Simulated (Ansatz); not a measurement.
Input and command of a plane-wave DFT calculation in Ansatz:

```yaml
crystal:
  lattice:
    - [6.98985191, 0.0, 0.0]
    - [0.0, 6.98985191, 0.0]
    - [0.0, 0.0, 3.66328402]
  atoms:
    - { symbol: Hf, position: [0.67322933, 0.82677067, 0.5] }
    - { symbol: Hf, position: [0.82677067, 0.32677067, 0.5] }
    - { symbol: Hf, position: [0.32677067, 0.17322933, 0.5] }
    - { symbol: Hf, position: [0.17322933, 0.67322933, 0.5] }
    - { symbol: Hf, position: [0.5, 0.5, 0.0] }
    - { symbol: Hf, position: [0.0, 0.0, 0.0] }
    - { symbol: Si, position: [0.62360275, 0.12360275, 0.0] }
    - { symbol: Si, position: [0.87639725, 0.62360275, 0.0] }
    - { symbol: Si, position: [0.12360275, 0.37639725, 0.0] }
    - { symbol: Si, position: [0.37639725, 0.87639725, 0.0] }
basis:
  ecutwfc: 420
kpoints:
  mp_grid: { grid: [4, 4, 6] }
hamiltonian:
  xc: lda
scf:
  occupations: { method: gaussian, width: 0.1 }
output:
  forces: true
  stress: true
  eigenvalues: true
```

```bash
ansatz run input.yaml --threads 4 --pin off --max-ram 12288MiB --backend cpu --events-out ev --progress --plain --runs-dir out
```

Processor: Intel(R) Xeon(R) Processor @ 2.70GHz, 4 threads, on a host shared with other jobs.

How long does it run, and how much memory does it take?

About 11 s on 4 threads of Intel(R) Xeon(R) Processor @ 2.70GHz, on a shared host, peak memory 0.86 GiB. It solves 104 bands at 24 k points (the mesh reduced by symmetry) with about 3489 plane waves, in 9 SCF iterations.
